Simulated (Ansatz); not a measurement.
## Structure relaxation of Rb2NaScF6

Level of theory: DFT r2SCAN, scalar-relativistic, plane waves, PAW (Ansatz). Cutoff 500 eV, Γ-centred k mesh, Gaussian smearing, no spin polarisation in the final step.

This is the end of a relaxation of cell and atoms.

```
Rb Na Sc F
1.0
     0.00000    4.28502    4.28502
     4.28502    0.00000    4.28502
     4.28502    4.28502    0.00000
Rb Na Sc F
2 1 1 6
Cartesian
  6.4275 6.4275 6.4275
  2.1425 2.1425 2.1425
  4.2850 4.2850 4.2850
  0.0000 0.0000 0.0000
  2.0165 4.2850 4.2850
  4.2850 4.2850 2.0165
  6.5536 4.2850 4.2850
  4.2850 2.0165 4.2850
  4.2850 6.5536 4.2850
  4.2850 4.2850 6.5536
```

**Question.** What space group does it have?

**Answer.** Fm-3m (No. 225). Conventional cell: a = 8.570 Å. Around Rb lie 12 F at 3.03 Å; Na is coordinated by 6 F at 2.27 Å; around Sc lie 6 F at 2.02 Å; F has 1 Sc at 2.02 Å and 1 Na at 2.27 Å.

**Question.** Is it a metal?

**Answer.** No, the gap on the 6×6×6 mesh is 7.82 eV.

The final run used a 6×6×6 mesh on its 10-atom cell and 0.02 eV smearing.

Cost: 3 runs of about 2.3 core-minutes in all, on Arm Neoverse V2 (shared hosts).